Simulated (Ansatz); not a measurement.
## Field gradients of HfO2 with hydrogen replacing O from run to run

Cell of run 1: a supercell of HfO2 (fluorite type, Fm-3m) built from an entry of the Crystallography Open Database (COD), with all atoms left at the host's positions.

Space group F-43m (No. 216); a = 10.2300 Å.

| site | Wyckoff | site symmetry | x | y | z |
| --- | --- | --- | --- | --- | --- |
| Hf1 | 16e | .3m | 0.3750 | 0.1250 | 0.3750 |
| Hf4 | 16e | .3m | 0.8750 | 0.8750 | 0.6250 |
| H | 4a | -43m | 0.5000 | 0.0000 | 0.5000 |
| O10 | 24g | 2.mm | 0.7500 | 0.0000 | 0.7500 |
| O16 | 4b | -43m | 0.0000 | 0.5000 | 0.0000 |
| O17 | 4d | -43m | 0.7500 | 0.7500 | 0.7500 |
| O18 | 24f | 2.mm | 0.0000 | 0.7500 | 0.0000 |
| O24 | 4c | -43m | 0.2500 | 0.2500 | 0.2500 |

One atom of each set is listed; the run and its k-mesh use a cell of 24 atoms with edges of 7.23, 7.23, 7.23 Å.

Relaxed positions (PBE, cell held):

Hf1 (0.3732, 0.1268, 0.3732)
Hf4 (0.8737, 0.8737, 0.6263)
H (0.5000, 0.0000, 0.5000)
O10 (0.7500, 0.9989, 0.7500)
O16 (0.0000, 0.5000, 0.0000)
O17 (0.7500, 0.7500, 0.7500)
O18 (0.0000, 0.7586, 0.0000)
O24 (0.2500, 0.2500, 0.2500)

All runs are DFT with Ansatz 0.2.0 (plane waves and PAW, scalar-relativistic unless spin–orbit coupling is named, Γ-centred meshes, Fermi–Dirac smearing where given) in this cell. Start moments of run 1 as typed (μB): 1 on each H, none on the rest.

Run 1: PBE, with a start moment, atoms at the host's positions; 420 eV, 3×3×3 k-points, smearing 0.01 eV.
Run 2: PBE, with a start moment, atoms relaxed; 420 eV, 3×3×3 k-points, smearing 0.01 eV.
Run 3: r2SCAN, with a start moment, at the relaxed atoms; 500 eV, 3×3×3 k-points, smearing 0.01 eV.

| run | Hf1 V_zz (η) | Hf4 V_zz (η) | O10 V_zz (η) | O18 V_zz (η) | absolute moment (μB) |
| --- | --- | --- | --- | --- | --- |
| 1 | 17.58 (0.00) | -0.12 (0.00) | 0.11 (0.31) | 1.64 (0.17) | 1.0 |
| 2 | 17.38 (0.00) | -1.39 (0.00) | -0.78 (0.32) | 1.44 (0.26) | 0.0 |
| 3 | ? | ? | ? | ? | ? |

V_zz in 10²¹ V/m²; 4 of the 8 sets of like atoms are followed.

Task: Estimate the row of run 3.

Result: Hf1: 17.86 (0.00); Hf4: -1.48 (0.00); O10: -0.82 (0.33); O18: 1.52 (0.23); absolute moment (μB): 0.0. It lies nearest to run 2, from whose tensors on these sites it differs by 0.48 at most (largest principal value of the difference, on Hf1). Taken one at a time, the positions of the atoms (as given or relaxed) move the tensors on these sites by up to 1.26 (largest principal value of the change, on Hf4), the functional (r2SCAN with its higher cutoff) by 0.48 (Hf1). On some sites the largest principal value moves to another axis from run to run, and the sign of V_zz can flip with it. The absolute moment differs between the runs, so they don't all stand in one spin state. The defect's own atom has next to no gradient in any run.

The defect repeats with the cell of 24 atoms, so it feels its images: sites between two images don't show the values beside a lone defect, and zeros or small values of η there can come from the images' arrangement. This high-symmetry form of HfO2 is unstable when cold, to shifts of the oxygen columns, towards the tetragonal form. The symmetry of the cell holds that distortion back, wholly or in part, and it would change the field gradients, the more the larger the distortion. Without spin–orbit coupling the gradients at and beside Hf can be off by some per cent, at some sites by more. The relaxation keeps the site symmetry -43m of the start, so the impurity can't leave its site; a distortion that would localise the partly filled state isn't explored. In run 3 the program didn't check the stability of the electronic state in full, so a lower one may lie near. In runs 2, 3 the start moments die out. In run 1 the atoms aren't at the calculated equilibrium (largest force 0.87 eV/Å). The cell keeps the host's lattice, at a calculated pressure of -8 GPa in run 3. In runs 1, 2, 3 the defect cell has no gap above 0.1 eV, so the values hang on the smearing and the k-mesh. Run 1: The run lost most of its start moments on H; a state with other moments may lie lower.
